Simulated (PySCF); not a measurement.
PySCF single point, HF/STO-3G, density fitting, IEF-PCM implicit water (electrostatics alone), on tetraarsenic, As4 (SMILES [As]12[As]3[As]1[As]23), charge 0, multiplicity 1.

```python
from pyscf import gto, scf, dft
mol = gto.M(atom='''
As    -0.262665    -1.170293     1.033769
As    -0.594205     1.170293     0.699486
As    -1.143214    -0.373610    -1.033769
As     1.143214     0.030143    -0.474786
''', basis='STO-3G', charge=0, spin=0, verbose=3)
mf = scf.RHF(mol)
mf = mf.density_fit()
mf = mf.PCM()
mf.with_solvent.method = 'IEF-PCM'
mf.with_solvent.eps = 78.4
mf.max_cycle = 100
e = mf.kernel()
print('converged', mf.converged)
print('E_total', e)
print('nao', mol.nao)
print('HOMO', mf.mo_energy[mf.mo_occ > 0].max())
mf.dip_moment()
```

The program's output:

```

WARN: PCM is an experimental feature. It is still in testing.
Features and APIs may be changed in the future.

converged SCF energy = -8837.26844893649
converged True
E_total -8837.26844893649
nao 72
HOMO -0.23736818283329886
Dipole moment(X, Y, Z, Debye):  0.00092,  0.00022, -0.00024
```

The total energy is -240474.33 eV, -0.07 eV from the same level's vacuum run.
